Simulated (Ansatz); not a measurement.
Li (fcc, Cu type)

```
Li
1.0
    0.00000     2.16042     2.16042
    2.16042     0.00000     2.16042
    2.16042     2.16042     0.00000
Li
1
Direct
  0.00000   0.00000   0.00000
```

The slice is a {110} plane (indices of the conventional cell) through the point (0.000, 0.000, 0.000) (fractional), spanned by u = [100] and v = [1 -1 -1] in vectors of this cell: u (3.06 Å) and v (4.32 Å, at 90° to u). It covers one period; positions are fractions (u, v).

Calculation: PBEsol (plane waves to 420 eV, PAW, scalar-relativistic; Ansatz, a first-principles code). k mesh 18×18×18. Near the nuclei the fields are pseudised (PAW); where an atom keeps semicore shells as valence, they peak there. Li was relaxed with its symmetry unable to fall. This is one of several known forms of Li; the measured ambient cells at hand have space group No. 229.

Problem. What is the ELF at the midpoint of the shortest Li–Li line in this plane (3.06 Å)?

Solution. 0.55.

Problem. What is the valence density on the shortest Li–Li line in this plane (3.06 Å), at its midpoint?

Solution. 0.05 e/Å³.

Problem. Sketch the valence electron density on this plane as a map.

Solution. 
```tsv
v \ u	0.00	0.15	0.30	0.45	0.60	0.75	0.90
0.93	0.6	-0.2	-1.3	-1.3	-1.3	-1.2	0.3
0.86	-0.6	-1.1	-1.3	-1.3	-1.3	-1.3	-0.9
0.79	-1.3	-1.3	-1.3	-1.3	-1.3	-1.3	-1.3
0.71	-1.3	-1.3	-1.3	-1.3	-1.3	-1.3	-1.3
0.64	-1.3	-1.3	-1.3	-1.3	-1.3	-1.3	-1.3
0.57	-1.3	-1.3	-1.3	-1.3	-1.3	-1.3	-1.3
0.50	-1.3	-1.3	-1.3	-1.3	-1.3	-1.3	-1.3
0.43	-1.3	-1.3	-1.3	-1.3	-1.3	-1.3	-1.3
0.36	-1.3	-1.3	-1.3	-1.3	-1.3	-1.3	-1.3
0.29	-1.3	-1.3	-1.3	-1.3	-1.3	-1.3	-1.3
0.21	-1.3	-1.3	-1.3	-1.3	-1.3	-1.3	-1.3
0.14	-0.6	-1.1	-1.3	-1.3	-1.3	-1.3	-0.9
0.07	0.6	-0.2	-1.3	-1.3	-1.3	-1.2	0.3
0.00	1.0	0.2	-1.2	-1.3	-1.3	-1.1	0.6
```

Values: log₁₀ of the valence density in e/Å³. The scale is logarithmic, as a density can span decades between atoms and voids.
